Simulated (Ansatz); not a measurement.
## NaTbBr4: from a guess to a relaxed structure

All numbers below come from DFT PBE, scalar-relativistic, plane waves, PAW, and for the lanthanide a 4f-in-core norm-conserving potential (Ansatz). Cutoff 690 eV, Gaussian smearing, Γ-centred meshes. Cell and atoms relax first on a coarse mesh and then on a converged one. In between, the cell is made exact in the group found at 0.06 Å. The steps can't lower the symmetry of their start. No spin polarisation.

The cell of NaTbBr4 is invented: random cell by space group and Wyckoff sites (P4/mmm, No. 123). Lengths were set from tabulated atomic sizes, so they are only a guess.

```yaml
crystal:
  lattice:
    - [7.48264, 0.00000, 0.00000]
    - [0.00000, 7.48264, 0.00000]
    - [0.00000, 0.00000, 4.06166]
  atoms:
    - { symbol: Na, position: [0.50000, 0.50000, 0.50000] }
    - { symbol: Tb, position: [0.00000, 0.00000, 0.00000] }
    - { symbol: Br, position: [0.22878, 0.77122, 0.50000] }
    - { symbol: Br, position: [0.77122, 0.22878, 0.50000] }
    - { symbol: Br, position: [0.22878, 0.22878, 0.50000] }
    - { symbol: Br, position: [0.77122, 0.77122, 0.50000] }
```

The zero of energy is the elements' standard structures at the same level; no fitted shifts are applied. The references include crystalline Br.

Problem. Where does the relaxation end?

Solution. The symmetry stays P4/mmm (No. 123). The volume per atom shrinks by 8.7 %, from 37.9 to 34.6 Å³. The shortest distance goes from 2.87 Å (Na–Br) to 2.90 Å (Na–Br). The energy falls by about 0.06 eV/atom (the start's value is from the coarse mesh). Conventional cell: a = 7.438 Å, c = 3.754 Å. Around Na lie 4 Br at 2.90 Å; Tb is surrounded by 8 Br at 3.01 Å and 2 Tb at 3.75 Å; Br has 1 Na at 2.90 Å, 2 Tb at 3.01 Å and 2 Br at 3.33 Å.

```cif
data_structure
_symmetry_space_group_name_H-M 'P4/mmm'
_symmetry_Int_Tables_number 123
_cell_length_a 7.4385
_cell_length_b 7.4385
_cell_length_c 3.7541
_cell_angle_alpha 90.000
_cell_angle_beta 90.000
_cell_angle_gamma 90.000
_cell_volume 207.72
loop_
_atom_site_label
_atom_site_type_symbol
_atom_site_symmetry_multiplicity
_atom_site_Wyckoff_symbol
_atom_site_fract_x
_atom_site_fract_y
_atom_site_fract_z
_atom_site_occupancy
Na1 Na 1 d 0.50000 0.50000 0.50000 1
Tb1 Tb 1 a 0.00000 0.00000 0.00000 1
Br1 Br 4 k 0.22413 0.77587 0.50000 1
```

Problem. How does it come out in energy, and is it a metal?

Solution. The formation energy is −1.546 eV/atom and the gap on the 4×4×8 mesh of the 6-atom cell is 1.19 eV.

The last run used Gaussian smearing of 0.02 eV. Kohn–Sham gaps at this level usually fall short of measured ones. The reference form of Br is held partly by dispersion forces, which this level lacks. Symmetry constrained the relaxation, so the result can be a saddle point. Another cell of NaTbBr4 relaxed alike, in C2, lies 182 meV/atom lower, so this cell isn't the stable form at this level.

The lanthanide is trivalent by construction, without f bands, f moments or other valences. The reference runs of the other elements, and any phases without the lanthanide, used 420 eV, which shifts energies against them by under 10 meV/atom. The lanthanide's reference is the lowest of its hcp, dhcp and fcc cells.
